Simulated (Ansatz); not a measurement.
Data:

Ag$_{2}$S:
```cif
data_Ag8S4
_chemical_formula_sum 'Ag8 S4'
_space_group_name_H-M_alt 'Fm-3m'
_space_group_IT_number 225
_space_group_name_Hall '-F 4 2 3'
_cell_length_a 6.08997
_cell_length_b 6.08997
_cell_length_c 6.08997
_cell_angle_alpha 90.000
_cell_angle_beta 90.000
_cell_angle_gamma 90.000
loop_
_atom_site_label
_atom_site_type_symbol
_atom_site_symmetry_multiplicity
_atom_site_Wyckoff_symbol
_atom_site_fract_x
_atom_site_fract_y
_atom_site_fract_z
_atom_site_occupancy
Ag1 Ag 8 c 0.25000 0.25000 0.25000 1
S1 S 4 a 0.00000 0.00000 0.00000 1
```
(The calculation used a cell of 3 atoms; values per cell refer to that cell.)

This is the PBEsol-relaxed structure.

**Question.** All from DFT-PBEsol in the program Ansatz with PAW potentials, unless another level is named. Predict the Young's modulus.

**Answer.** 31.5 GPa.

**Question.** And the elastic constants (relaxed ions, GPa)?

**Answer.** C11 = 91.1, C12 = 77.5, C44 = 15.1.

The workflow started from a Materials Project entry (that database holds measured and hypothetical structures alike); the Crystallography Open Database copy checked does not list it. COD files the formula under space group No. 4, 14. Whether it is the stable phase at ambient conditions was not checked. The cell was relaxed with PBEsol under the symmetry of its start; its stability against distortions is not shown here. No spin polarisation was allowed. A small band overlap can be real or an error of a semilocal functional. As this level gives no gap, shear constants depend on the k-mesh and smearing (Fermi–Dirac, 0.1 eV here).

Potentials: the later of the program's two PAW sets.
